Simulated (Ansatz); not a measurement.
Nb₂InC:
```
Nb2InC
1.0
    3.17926     0.00000     0.00000
   -1.58963     2.75332     0.00000
    0.00000     0.00000    14.45440
Nb In C
4 2 2
Cartesian
  1.58963   0.91777  13.26057
  0.00000   1.83555   1.19383
  0.00000   1.83555   6.03337
  1.58963   0.91777   8.42103
  1.58963   0.91777   3.61360
  0.00000   1.83555  10.84080
  0.00000   0.00000   0.00000
  0.00000   0.00000   7.22720
```

Relaxed with r²SCAN. Special points in fractions of this cell's reciprocal vectors: Γ (0.000, 0.000, 0.000); M (0.500, 0.000, 0.000); K (0.333, 0.333, 0.000); A (0.000, 0.000, 0.500); L (0.500, 0.000, 0.500); H (0.333, 0.333, 0.500).

List the band energies nearest the Fermi level at these points for r²SCAN with spin–orbit coupling in the plane-wave PAW code Ansatz.

In eV from the Fermi level; about four levels below and three above (degenerate sets whole), none deeper than 8.9 eV; points with the same levels are listed once.

```
k                    below                above
-  -----------------------  -------------------
Γ  -0.45 -0.45 -0.45 -0.45  0.93 0.93 0.97 0.97
M  -1.73 -1.73 -1.71 -1.71  1.31 1.31 1.57 1.57
K  -1.54 -1.54 -1.42 -1.42  0.06 0.06 0.58 0.58
A  -0.45 -0.45 -0.45 -0.45  0.98 0.98 0.98 0.98
L  -1.72 -1.72 -1.72 -1.72  1.60 1.60 1.60 1.60
H  -0.72 -0.72 -0.67 -0.67  0.45 0.45 0.52 0.52
```

Space group P6_3/mmc. The first step of the workflow began from a Materials Project structure, measured or hypothetical; the Crystallography Open Database copy checked does not list it. Its standing as an ambient phase is unchecked. The r²SCAN relaxation kept the symmetry of its start; whether a distortion lowers the energy is not shown. No spin polarisation was allowed.

Potentials: the later of the program's two PAW sets.
